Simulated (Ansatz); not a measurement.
PbS (NiAs type, P6_3/mmc), plane-wave PAW r²SCAN (Ansatz code). The conduction-band minimum lies at M, with 3 equivalent valleys. Second derivatives d²E/dk² of the lowest band at one valley (eV·Å²), along Cartesian directions:

```
direction  d²E/dk²
---------  -------
[100]        55.01
[010]        9.634
[001]        49.20
[110]        32.35
[101]        51.98
[011]        29.42
```

Problem. Find the principal effective masses, the density-of-states mass and the conductivity mass.

Solution. Off-diagonal terms follow from H_xy = H[110] − (H_xx + H_yy)/2, and m*/mₑ = 7.620 eV·Å² over each eigenvalue: 0.14, 0.15, 0.79. One valley's DOS mass (m₁m₂m₃)^(1/3) = 0.26, conductivity mass 3/(Σ 1/mᵢ) = 0.20 mₑ.

Problem. What effective density of states Nc follows at 300 K for parabolic valleys?

Solution. Nc = 2.509e19 × 3 × (0.26)^(3/2) ≈ 1.0e19 cm⁻³.

The start of the workflow was typed in or built on a structure type; neither database checked (COD, Materials Project) lists it. It is not the phase usual at ambient conditions (space group No. 225). The r²SCAN relaxation kept the symmetry of its start; whether a distortion lowers the energy is not shown. Scalar-relativistic: spin–orbit coupling is off unless named, which matters more the heavier the elements.

Potentials: the later of the program's two PAW sets.

Edges and masses are those of Kohn–Sham bands, whose gap is no quasiparticle gap.
